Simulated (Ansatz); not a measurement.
A geometry of ZnInGaO4 away from equilibrium: the start of the relaxation of a randomly generated symmetric cell of ZnInGaO4 (space group No. 6). Method: r2SCAN (plane waves to 500 eV, PAW, scalar-relativistic; Ansatz, a program for electronic structure). Γ-centred k-mesh 6×6×4 on the run's cell (coarser than for final values), Fermi–Dirac smearing 0.05 eV.

```xyz
7
Lattice="3.8538 0.0000 0.0000 0.0000 3.8133 0.0000 -1.5722 0.0000 6.4674" Properties=species:S:1:pos:R:3 pbc="T T T"
Ga     0.0800     1.9067     4.5057
In     1.1560     0.0000     3.5574
O      1.2721     0.0000     6.1665
O      1.8832     1.3764     4.3788
O      1.8832     2.4370     4.3788
O      1.8351     0.0000     0.8151
Zn     2.9062     1.9067     2.4090
```

### Question
Give the Cartesian forces on all atoms (eV/Å).

### Answer
| atom | Fx | Fy | Fz |
|---|---|---|---|
| Ga1 | -5.33 | 0.00 | 5.08 |
| In2 | -7.01 | 0.00 | -12.22 |
| O3 | -3.38 | 0.00 | 2.83 |
| O4 | 6.32 | -26.65 | 4.92 |
| O5 | 6.32 | 26.65 | 4.92 |
| O6 | 2.66 | 0.00 | -0.87 |
| Zn7 | 0.42 | 0.00 | -4.65 |

### Question
What is the pressure?

### Answer
+64.6 GPa, compression positive.

### Question
How far above the relaxed end point is this geometry?

### Answer
2.67 eV/atom; the path ends in Pm (No. 6).

The relaxed cell holds bonded O–O pairs (1.45 Å). No spin polarisation in the result.

The run could not lose the symmetry of its start, so the end can be a saddle point.

The end of the path is a generated cell of ZnInGaO4: the first start was made by a random draw of sites in a space group, and the end was not matched to a known phase here, so it may be hypothetical. Known forms of ZnInGaO4 include space group No. 160.
